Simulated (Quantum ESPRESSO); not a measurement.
Mo3WS7Se, one run as intended and one with a planted mistake

A calculation, not a measurement. The program is pw.x of Quantum ESPRESSO 7.5 (plane-wave density functional theory). The cell is made up: 12 atoms on a layered 2H lattice, with randomly drawn elements, strain and displacements, not relaxed. PseudoDojo standard norm-conserving files (v0.5 for PBE, v0.4.1 for LDA and PBEsol) set the functional; there is no spin polarisation, spin-orbit coupling or dispersion term, and the masses in the input are unused placeholders.

Intended input:

```
&control calculation='scf', pseudo_dir='./dojo.nc.sr.pbe.v0_5.standard.upf', outdir='./o', disk_io='low', tprnfor=.true., tstress=.true. /
&system ibrav=0, nat=12, ntyp=4, nbnd=63, ecutwfc=85.99341389, nosym=.true., tot_charge=0,
 occupations='smearing', smearing='fd', degauss=0.0018374661
/
&electrons conv_thr=7.350e-09, electron_maxstep=60, /
ATOMIC_SPECIES
Mo 1.0 Mo.upf
S 1.0 S.upf
Se 1.0 Se.upf
W 1.0 W.upf
CELL_PARAMETERS angstrom
3.2297 0.0 0.0
0.0 5.594 0.0
0.0 0.0 12.8152
ATOMIC_POSITIONS angstrom
Mo 0.0163 1.8856 3.2153
W 1.6051 0.9341 9.6355
Mo 1.6169 4.6571 3.1289
Mo 0.0037 3.7219 9.6877
S 0.0192 1.9492 8.0496
S 0.0304 1.8805 11.1982
S 1.5283 0.918 1.6396
S 1.6379 0.9428 4.8551
Se 1.6127 4.6906 8.0022
S 1.6306 4.7079 11.2455
S 0.0017 3.731 1.5966
S -0.0387 3.728 4.78
K_POINTS automatic
7 4 2 1 1 1
```

The log is shortened where brackets say so; the opening notice, blank lines, dates and the lines on written files are dropped, and the path of the files is cut. It prints rydbergs, bohrs and kilobars, and counts compression as positive stress. Where no state is partly filled, the Fermi energy that it prints is only some level between the filled and the empty states on the mesh, and need not lie in the true gap.

Log of the intended run:

```
     Program PWSCF v.7.5
     Parallel version (MPI & OpenMP), running on       4 processor cores
     Number of MPI processes:                 4
     Threads/MPI process:                     1
     [start-up lines left out]
     bravais-lattice index     =            0
     lattice parameter (alat)  =       6.1032  a.u.
     unit-cell volume          =    1562.4518 (a.u.)^3
     number of atoms/cell      =           12
     number of atomic types    =            4
     number of electrons       =       114.00
     number of Kohn-Sham states=           63
     kinetic-energy cutoff     =      85.9934  Ry
     charge density cutoff     =     343.9737  Ry
     scf convergence threshold =      7.3E-09
     mixing beta               =       0.7000
     number of iterations used =            8  plain     mixing
     Exchange-correlation= PBE
                           (   1   4   3   4   0   0   0)
     [axes and pseudopotential details left out]
   Cartesian axes
     site n.     atom                  positions (alat units)
         1        Mo     tau(   1) = (   0.0050469   0.5838313   0.9955414  )
         2        W      tau(   2) = (   0.4969811   0.2892219   2.9834040  )
         3        Mo     tau(   3) = (   0.5006347   1.4419606   0.9687897  )
         4        Mo     tau(   4) = (   0.0011456   1.1523981   2.9995665  )
         5        S      tau(   5) = (   0.0059448   0.6035235   2.4923677  )
         6        S      tau(   6) = (   0.0094126   0.5822522   3.4672570  )
         7        S      tau(   7) = (   0.4732018   0.2842369   0.5076633  )
         8        S      tau(   8) = (   0.5071369   0.2919157   1.5032666  )
         9        Se     tau(   9) = (   0.4993343   1.4523330   2.4776914  )
        10        S      tau(  10) = (   0.5048766   1.4576896   3.4819023  )
        11        S      tau(  11) = (   0.0005264   1.1552157   0.4943493  )
        12        S      tau(  12) = (  -0.0119825   1.1542868   1.4800136  )
     number of k points=    28  Fermi-Dirac smearing, width (Ry)=  0.0018
                       cart. coord. in units 2pi/alat
        k(    1) = (   0.0714286   0.0721688   0.0630053), wk =   0.0714286
        k(    2) = (   0.0714286   0.0721688  -0.0630053), wk =   0.0714286
     [further k points left out]
     Dense  grid:   168081 G-vectors     FFT dimensions: (  40,  64, 144)
     Estimated max dynamical RAM per process >     442.38 MB
     Estimated total dynamical RAM >       1.61 GB
     Initial potential from superposition of free atoms
     starting charge     113.9949, renormalised to     114.0000
     Starting wfcs are   77 randomized atomic wfcs
     total cpu time spent up to now is        5.5 secs
     per-process dynamical memory:   307.0 Mb
     Self-consistent Calculation
     iteration #  1     ecut=    85.99 Ry     beta= 0.70
     Davidson diagonalization with overlap
     ethr =  1.00E-02,  avg # of iterations =  2.0
     total cpu time spent up to now is       14.7 secs
     total energy              =    -969.51361312 Ry
     estimated scf accuracy    <       1.75366420 Ry
     iteration #  2     ecut=    85.99 Ry     beta= 0.70
     Davidson diagonalization with overlap
     ethr =  1.54E-03,  avg # of iterations =  8.4
     total cpu time spent up to now is       30.6 secs
     total energy              =    -966.18412816 Ry
     estimated scf accuracy    <      40.39257462 Ry
     [iterations 3 to 19 left out]
     iteration # 20     ecut=    85.99 Ry     beta= 0.70
     Davidson diagonalization with overlap
     ethr =  1.56E-11,  avg # of iterations =  4.7
     total cpu time spent up to now is      225.2 secs
     total energy              =    -970.60767306 Ry
     estimated scf accuracy    <       0.00000002 Ry
     iteration # 21     ecut=    85.99 Ry     beta= 0.70
     Davidson diagonalization with overlap
     ethr =  1.56E-11,  avg # of iterations =  2.3
     total cpu time spent up to now is      233.3 secs
     End of self-consistent calculation
     [lines on levels left out]
     the Fermi energy is    10.7326 ev
!    total energy              =    -970.60767306 Ry
     estimated scf accuracy    <          3.5E-09 Ry
     smearing contrib. (-TS)   =      -0.00000000 Ry
     internal energy E=F+TS    =    -970.60767306 Ry
     The total energy is F=E-TS. E is the sum of the following terms:
     one-electron contribution =    -559.49119098 Ry
     hartree contribution      =     321.47969080 Ry
     xc contribution           =    -187.28821476 Ry
     ewald contribution        =    -545.30795811 Ry
     convergence has been achieved in  21 iterations
     Forces acting on atoms (cartesian axes, Ry/au):
     atom    1 type  1   force =    -0.03194950   -0.02007616    0.01852327
     atom    2 type  4   force =     0.02394069    0.05013710    0.01342055
     atom    3 type  1   force =    -0.01278642    0.00489542    0.07404408
     atom    4 type  1   force =     0.00297487    0.02267296    0.00477187
     atom    5 type  2   force =    -0.00914604   -0.02880088    0.03047134
     atom    6 type  2   force =    -0.01434290   -0.01722980   -0.00058871
     atom    7 type  2   force =     0.03364758    0.01829926    0.00794834
     atom    8 type  2   force =    -0.00288922   -0.00522096   -0.06744644
     atom    9 type  3   force =     0.00115394   -0.01882785   -0.02652865
     atom   10 type  2   force =    -0.00480639   -0.00828497   -0.02126677
     atom   11 type  2   force =    -0.00019621   -0.00950589    0.01086654
     atom   12 type  2   force =     0.01439960    0.01194176   -0.04421541
     Total force =     0.154357     Total SCF correction =     0.000167
     Computing stress (Cartesian axis) and pressure
          total   stress  (Ry/bohr**3)                   (kbar)     P=      -29.53
  -0.00023833  -0.00002451  -0.00006078          -35.06       -3.61       -8.94
  -0.00002451  -0.00015879   0.00003918           -3.61      -23.36        5.76
  -0.00006078   0.00003918  -0.00020519           -8.94        5.76      -30.18
     init_run     :      5.19s CPU      5.36s WALL (       1 calls)
     electrons    :    226.20s CPU    227.89s WALL (       1 calls)
     forces       :      1.83s CPU      1.85s WALL (       1 calls)
     stress       :      6.14s CPU      6.25s WALL (       1 calls)
     [timing details left out]
     PWSCF        :   3m59.53s CPU   4m 1.56s WALL
     JOB DONE.
```

A second run has one planted mistake: the cell has the wrong charge. The input lines that differ, file-writing options aside:

```
- &system ibrav=0, nat=12, ntyp=4, nbnd=63, ecutwfc=85.99341389, nosym=.true., tot_charge=0,
+ &system ibrav=0, nat=12, ntyp=4, nbnd=64, ecutwfc=85.99341389, nosym=.true., tot_charge=-1,
```

Its log:

```
     Program PWSCF v.7.5
     Parallel version (MPI & OpenMP), running on       4 processor cores
     Number of MPI processes:                 4
     Threads/MPI process:                     1
     [start-up lines left out]
     bravais-lattice index     =            0
     lattice parameter (alat)  =       6.1032  a.u.
     unit-cell volume          =    1562.4518 (a.u.)^3
     number of atoms/cell      =           12
     number of atomic types    =            4
     number of electrons       =       115.00
     number of Kohn-Sham states=           64
     kinetic-energy cutoff     =      85.9934  Ry
     charge density cutoff     =     343.9737  Ry
     scf convergence threshold =      7.3E-09
     mixing beta               =       0.7000
     number of iterations used =            8  plain     mixing
     Exchange-correlation= PBE
                           (   1   4   3   4   0   0   0)
     [axes and pseudopotential details left out]
   Cartesian axes
     site n.     atom                  positions (alat units)
         1        Mo     tau(   1) = (   0.0050469   0.5838313   0.9955414  )
         2        W      tau(   2) = (   0.4969811   0.2892219   2.9834040  )
         3        Mo     tau(   3) = (   0.5006347   1.4419606   0.9687897  )
         4        Mo     tau(   4) = (   0.0011456   1.1523981   2.9995665  )
         5        S      tau(   5) = (   0.0059448   0.6035235   2.4923677  )
         6        S      tau(   6) = (   0.0094126   0.5822522   3.4672570  )
         7        S      tau(   7) = (   0.4732018   0.2842369   0.5076633  )
         8        S      tau(   8) = (   0.5071369   0.2919157   1.5032666  )
         9        Se     tau(   9) = (   0.4993343   1.4523330   2.4776914  )
        10        S      tau(  10) = (   0.5048766   1.4576896   3.4819023  )
        11        S      tau(  11) = (   0.0005264   1.1552157   0.4943493  )
        12        S      tau(  12) = (  -0.0119825   1.1542868   1.4800136  )
     number of k points=    28  Fermi-Dirac smearing, width (Ry)=  0.0018
                       cart. coord. in units 2pi/alat
        k(    1) = (   0.0714286   0.0721688   0.0630053), wk =   0.0714286
        k(    2) = (   0.0714286   0.0721688  -0.0630053), wk =   0.0714286
     [further k points left out]
     Dense  grid:   168081 G-vectors     FFT dimensions: (  40,  64, 144)
     Estimated max dynamical RAM per process >     446.26 MB
     Estimated total dynamical RAM >       1.62 GB
     Initial potential from superposition of free atoms
     starting charge     113.9949, renormalised to     115.0000
     Starting wfcs are   77 randomized atomic wfcs
     total cpu time spent up to now is        5.2 secs
     per-process dynamical memory:   322.1 Mb
     Self-consistent Calculation
     iteration #  1     ecut=    85.99 Ry     beta= 0.70
     Davidson diagonalization with overlap
     ethr =  1.00E-02,  avg # of iterations =  2.1
     total cpu time spent up to now is       14.5 secs
     total energy              =    -967.85684892 Ry
     estimated scf accuracy    <       2.93954164 Ry
     iteration #  2     ecut=    85.99 Ry     beta= 0.70
     Davidson diagonalization with overlap
     ethr =  2.56E-03,  avg # of iterations =  9.0
     total cpu time spent up to now is       30.8 secs
     total energy              =    -964.12897410 Ry
     estimated scf accuracy    <      48.05907404 Ry
     [iterations 3 to 16 left out]
     iteration # 17     ecut=    85.99 Ry     beta= 0.70
     Davidson diagonalization with overlap
     ethr =  3.95E-10,  avg # of iterations =  2.2
     total cpu time spent up to now is      176.6 secs
     total energy              =    -969.76083044 Ry
     estimated scf accuracy    <       0.00000006 Ry
     iteration # 18     ecut=    85.99 Ry     beta= 0.70
     Davidson diagonalization with overlap
     ethr =  5.27E-11,  avg # of iterations =  4.0
     total cpu time spent up to now is      185.6 secs
     End of self-consistent calculation
     [lines on levels left out]
     the Fermi energy is    11.6558 ev
!    total energy              =    -969.76083044 Ry
     estimated scf accuracy    <          7.0E-09 Ry
     smearing contrib. (-TS)   =      -0.00113469 Ry
     internal energy E=F+TS    =    -969.75969575 Ry
     The total energy is F=E-TS. E is the sum of the following terms:
     one-electron contribution =    -558.45595793 Ry
     hartree contribution      =     322.21104631 Ry
     xc contribution           =    -188.20682602 Ry
     ewald contribution        =    -545.30795811 Ry
     convergence has been achieved in  18 iterations
     Forces acting on atoms (cartesian axes, Ry/au):
     atom    1 type  1   force =    -0.02957396   -0.01112540    0.00794492
     atom    2 type  4   force =     0.02167595    0.05724802    0.01976524
     atom    3 type  1   force =    -0.01236659   -0.00488829    0.05988352
     atom    4 type  1   force =     0.00359677    0.01407122    0.00960939
     atom    5 type  2   force =    -0.00854195   -0.02941485    0.01990211
     atom    6 type  2   force =    -0.01367516   -0.01787349    0.00380707
     atom    7 type  2   force =     0.03209443    0.01634464    0.00234148
     atom    8 type  2   force =    -0.00266653   -0.00315678   -0.04834380
     atom    9 type  3   force =     0.00129866   -0.01703019   -0.04340073
     atom   10 type  2   force =    -0.00458140   -0.00714987   -0.01148642
     atom   11 type  2   force =    -0.00047864   -0.00733187    0.00638523
     atom   12 type  2   force =     0.01321841    0.01030686   -0.02640803
     Total force =     0.135019     Total SCF correction =     0.000346
     Computing stress (Cartesian axis) and pressure
          total   stress  (Ry/bohr**3)                   (kbar)     P=       85.38
   0.00049262  -0.00002758  -0.00005836           72.47       -4.06       -8.58
  -0.00002758   0.00057981   0.00003890           -4.06       85.29        5.72
  -0.00005836   0.00003890   0.00066867           -8.58        5.72       98.36
     init_run     :      5.00s CPU      5.15s WALL (       1 calls)
     electrons    :    178.92s CPU    180.37s WALL (       1 calls)
     forces       :      1.76s CPU      1.78s WALL (       1 calls)
     stress       :      5.92s CPU      6.04s WALL (       1 calls)
     [timing details left out]
     PWSCF        :   3m11.74s CPU   3m13.51s WALL
     JOB DONE.
```

|  | intended run | run with the mistake |
| --- | --- | --- |
| free energy (eV) | -13205.790 | -13194.268 |
| smearing term -TS (eV) | 0.0000 | -0.0154 |
| pressure (GPa) | -2.95 | 8.54 |
| largest force component (eV/Å) | 1.904 | 1.540 |
| largest change of a force component (eV/Å) |  | 0.491 |
| iterations | 21 | 18 |

For scale, a rerun of the intended cell at a cutoff of 1467 eV and k mesh 9 x 6 x 4 moved values by no more than 0.002 eV in energy, 0.02 GPa in stress and 0.003 eV/Å in force. The charged cell sits in a uniform background, so its energy and stress rest on the program's zero of potential. The number of bands, nbnd, was set by rule from the electron count and the smearing, so it follows the mistake.